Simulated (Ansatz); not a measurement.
MgO:
```xyz
4
Lattice="3.4842 0.0000 0.0000 -1.7421 3.0174 0.0000 0.0000 0.0000 4.1857" Properties=species:S:1:pos:R:3 pbc="T T T"
Mg     1.7421     1.0058     3.1393
Mg     0.0000     2.0116     1.0464
O      1.7421     1.0058     1.0464
O      0.0000     2.0116     3.1393
```

Relaxed with r²SCAN. The program Ansatz at the r²SCAN level (PAW) gives a gap of 4.09 eV.

Task: What gap does HSE06 give on the same cell (Ansatz, PAW)?

Result: 5.04 eV, 0.95 eV more. The hybrid was solved on a coarser mesh and at special points; its gap is the smallest among all of these.

```tsv
k	v1 r²SCAN	c1 r²SCAN	v1 HSE06	c1 HSE06
Γ	0.00	4.09	0.00	5.04
A	-1.32	7.14	-1.38	8.18
K	-0.91	7.96	[?]	[?]
H	-0.40	8.85	[?]	[?]
M	-0.54	7.67	[?]	[?]
L	-0.83	8.04	[?]	[?]
```

Task: Top valence (v1) and lowest conduction level (c1) in eV from each method's valence maximum (which need not be a listed point): supply the withheld HSE06 values.

Result: 
- L, v1 HSE06: -0.86
- L, c1 HSE06: 9.04
- M, v1 HSE06: -0.56
- M, c1 HSE06: 8.70
- K, v1 HSE06: -0.95
- K, c1 HSE06: 9.02
- H, v1 HSE06: -0.41
- H, c1 HSE06: 9.90

Cost on shared cores: the r²SCAN run (SCF on a 9×9×7 mesh, then bands and DOS) around 40 core-seconds (rough), the HSE06 run (SCF on 7×7×5, then a few points) very roughly 2.7 core-minutes; the tasks are unlike.

Space group P6_3/mmc. The workflow started from a Materials Project entry (that database holds measured and hypothetical structures alike); the Crystallography Open Database copy checked does not list it. It is not the phase usual at ambient conditions (space group No. 225). The cell was relaxed with r²SCAN under the symmetry of its start; its stability against distortions is not shown here.

Potentials: the later of the program's two PAW sets.
